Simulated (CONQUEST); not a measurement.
CONQUEST run on InSe (P6_3/mmc, 16 atoms in the cell; from Materials Project mp-20485): self-consistent single point.

Level of theory: BLYP, numerical atomic orbitals double-zeta with polarisation (the shipped basis), PseudoDojo norm-conserving potentials made for PBE (CONQUEST).

```xyz
16
Lattice="4.0417 0.0000 0.0000 0.0000 7.0005 0.0000 0.0000 0.0000 17.4284" Properties=species:S:1:pos:R:3 pbc="T T T"
In     0.0000     2.3335     5.7566
In     2.0209     1.1667    11.6718
In     2.0209     1.1667    14.4708
In     0.0000     2.3335     2.9576
In     2.0209     5.8337     5.7566
In     0.0000     4.6670    11.6718
In     0.0000     4.6670    14.4708
In     2.0209     5.8337     2.9576
Se     0.0000     2.3335    10.4104
Se     2.0209     1.1667     7.0181
Se     2.0209     1.1667     1.6961
Se     0.0000     2.3335    15.7323
Se     2.0209     5.8337    10.4104
Se     0.0000     4.6670     7.0181
Se     0.0000     4.6670     1.6961
Se     2.0209     5.8337    15.7323
```

Reference input (self-consistent single point, DFT, PBE, numerical atomic orbitals double-zeta with polarisation (the shipped basis), PseudoDojo norm-conserving potentials made for PBE): basis = DZP; Diag.MPMeshX, Y, Z = 3 2 1; potentials = PseudoDojo norm-conserving PBE; Grid.GridCutoff = 140 Ha; DM.SolutionMethod = diagon; Diag.kT = 0.000735 Ha; Diag.GammaCentred = true; minE.SCTolerance = 1.0e-06; SC.MaxIters = 100; SC.LinearMixingFactor = 0.5; AtomMove.TypeOfRun = static. This run's input differs from it in these lines:

```diff
@@ -12,2 +12,4 @@
 %endblock
+General.DifferentFunctional    T
+General.FunctionalType         -106131
```

Output (repeated stretches shortened):

```
    PulayMixSC: Starting Pulay mixing, A_up =  0.500 A_dn =  0.500
    PulayMixSC: Spin non-polarised calculation.
          Harris-Foulkes Energy            :     -1499.222405133272332 Ha
    PulayMixSC: Pulay iteration     1 residual:              0.84515E-03
          Harris-Foulkes Energy            :     -1499.190952541843671 Ha
          Free Energy (E-TS)               :     -1499.190952967356679 Ha
    PulayMixSC: Pulay iteration     2 residual:              0.54113E-03
          Harris-Foulkes Energy            :     -1499.144594066521449 Ha
    PulayMixSC: Pulay iteration     3 residual:              0.33607E-03
          Harris-Foulkes Energy            :     -1499.102928082645576 Ha
    PulayMixSC: Pulay iteration     4 residual:              0.80051E-04
          Harris-Foulkes Energy            :     -1499.101962457661330 Ha
    PulayMixSC: Pulay iteration     5 residual:              0.10027E-04
          Harris-Foulkes Energy            :     -1499.101951497873415 Ha
    PulayMixSC: Pulay iteration     6 residual:              0.27536E-05
          Harris-Foulkes Energy            :     -1499.101951039874621 Ha
    PulayMixSC: Pulay iteration     7 residual:              0.69948E-06
    PulayMixSC: Reached SCF tolerance of  0.69948E-06 after      7 iterations
      | Number of electrons      =       232.000240
      |* Harris-Foulkes energy   =     -1499.101951039874621 Ha
      |* DFT total energy        =     -1499.101951019537410 Ha

    force: Forces on atoms (Ha/a0)
    force:  Atom   X              Y              Z
    force:     1  -0.0000139227   0.0003608556  -0.0061647971
    force:     2  -0.0000139227  -0.0003608555   0.0061647977
    force:     3  -0.0000139227  -0.0003608594  -0.0061646970
    force:     4  -0.0000139227   0.0003608595   0.0061646966
    force:     5  -0.0000139227   0.0003608556  -0.0061647972
    force:     6  -0.0000139259  -0.0003608564   0.0061647977
    force:     7  -0.0000139259  -0.0003608603  -0.0061646970
    force:     8  -0.0000139227   0.0003608594   0.0061646967
   [... lines left out ...]
    force:    16  -0.0000336179   0.0003558149   0.0099276125

    force: Maximum force :        0.00992761(Ha/a0) on atom        15 in z direction
    force: Force Residual:        0.00827102 Ha/a0
    force: Total stress:         -5.99188920    -5.02821824    -3.46975436 GPa
    force: Average pressure:      4.82995393 GPa

    get_E_and_F: Change in energy during last step of electronic optimisation:  0.45800E-06
```

The run converged in 7 iterations. CONQUEST prints the stress tensor with tension positive. Against the reference run the pressure goes from 2.40 to 4.83 GPa and the largest force goes from 0.382 to 0.511 eV/Å.

The program uses no crystal symmetry, so grid and mesh can part values that symmetry would make equal. The atom-centred basis is finite, which shifts total energies, pressures and forces against plane waves. The potentials were made for another functional than the one used. The structure comes from a collection of computed structures, made at another level of theory; the collection holds predicted forms beside known ones.

Cost on one core: roughly 90 core-seconds.
